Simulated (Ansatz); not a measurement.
HfO2: excitons and shallow donors from band masses and screening

Computed with DFT r2SCAN, scalar-relativistic, plane waves, PAW (Ansatz).

Cutoff 500 eV; k points 8×8×8 on the computed 3-atom cell (Γ-centred); Gaussian smearing, width 0.02 eV; no spin polarisation.

Relaxed cell: Fm-3m, a = 5.058 Å, b = 5.058 Å, c = 5.058 Å, α = 90.00°, β = 90.00°, γ = 90.00°, 3 atoms in the primitive cell. This fluorite-type form isn't the usual stable structure of the compound.

The calculation gives a Kohn–Sham gap of 4.30 eV, an electron mass of 0.849 mₑ and a hole mass of 0.714 mₑ (harmonic means over x, y, z and over the bands degenerate at each edge), and ε∞ = 4.97 (independent particles, mean of the diagonal). The masses depend on direction at the band edges, which the isotropic model averages.

Q: Estimate the binding energy and radius of a Wannier–Mott exciton and of a shallow donor, and say whether the hydrogenic model can hold.

A: The reduced mass is μ = mₙmₕ/(mₙ + mₕ) = 0.388 mₑ, with mₙ and mₕ the band masses. With E_b = 13.606 eV × μ/ε² and a = 0.529 Å × ε/μ (μ in mₑ) the exciton has E_b = 214 meV and a = 6.8 Å. For a donor μ is the electron mass: 468 meV and 3.1 Å. The radius isn't large against the shortest lattice vector (3.58 Å), so the continuum picture is doubtful and the numbers are only a scale. In a polar crystal the ions screen too, so a state bound more weakly than an optical phonon feels the larger static constant, which lowers the energy and widens the orbit. The other way, the small Kohn–Sham gap and the missing local fields make ε∞ too large and the masses tend to be too light, which underbinds.

Spin-orbit coupling is left out, which matters for the bands of heavy elements.